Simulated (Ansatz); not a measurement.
The relaxed structure here is a generated cell of SrTiO3: the first start was made by placing the elements on the sites of a structure type, and the end was not matched to a known phase here, so it may be hypothetical. Known forms of SrTiO3 include space group No. 221.

A relaxed structure of SrTiO3. Level of theory: r2SCAN (plane waves to 500 eV, PAW, scalar-relativistic; Ansatz, a quantum-chemistry and plane-wave program).

```cif
data_O6Sr2Ti2
_chemical_formula_sum 'Sr2 Ti2 O6'
_space_group_name_H-M_alt 'P 1'
_space_group_IT_number 1
_cell_length_a 5.52202
_cell_length_b 5.52202
_cell_length_c 5.52202
_cell_angle_alpha 60.061
_cell_angle_beta 60.061
_cell_angle_gamma 60.061
loop_
_space_group_symop_operation_xyz
  'x, y, z'
loop_
_atom_site_label
_atom_site_type_symbol
_atom_site_fract_x
_atom_site_fract_y
_atom_site_fract_z
_atom_site_occupancy
Sr1 Sr 0.25000 0.25000 0.25000 1
Sr2 Sr 0.75000 0.75000 0.75000 1
Ti1 Ti 0.00000 0.00000 0.00000 1
Ti2 Ti 0.50000 0.50000 0.50000 1
O1 O 0.76835 0.73165 0.25000 1
O2 O 0.25000 0.76835 0.73165 1
O3 O 0.73165 0.25000 0.76835 1
O4 O 0.23165 0.26835 0.75000 1
O5 O 0.75000 0.23165 0.26835 1
O6 O 0.26835 0.75000 0.23165 1
```

Question: Find the space group and the Wyckoff positions (tolerance 0.01 Å).

Answer: Space group R-3c, hexagonal axes (No. 167); a = b = 5.5271 Å, c = 13.5199 Å, α = β = 90.00°, γ = 120.00°

| atom | site | symmetry | x | y | z |
|---|---|---|---|---|---|
| Sr | 6a | 32 | 0.0000 | 0.0000 | 0.2500 |
| Ti | 6b | -3. | 0.0000 | 0.0000 | 0.0000 |
| O | 18e | .2 | 0.4816 | 0.4816 | 0.2500 |

Question: Give the shortest distances between elements (the closest pairs, up to four, under 3.6 Å).

Answer: O–Ti 1.96 Å; O–Sr 2.66 Å; O–O 2.76 Å; Sr–Ti 3.38 Å.

| Property | Value |
|---|---|
| Volume per atom | 11.92 Å³ |
| Band gap | 2.33 eV, direct at Γ (no spin-orbit coupling) |

No spin polarisation in the result.

The run could not lose the symmetry of its start, so the end can be a saddle point.
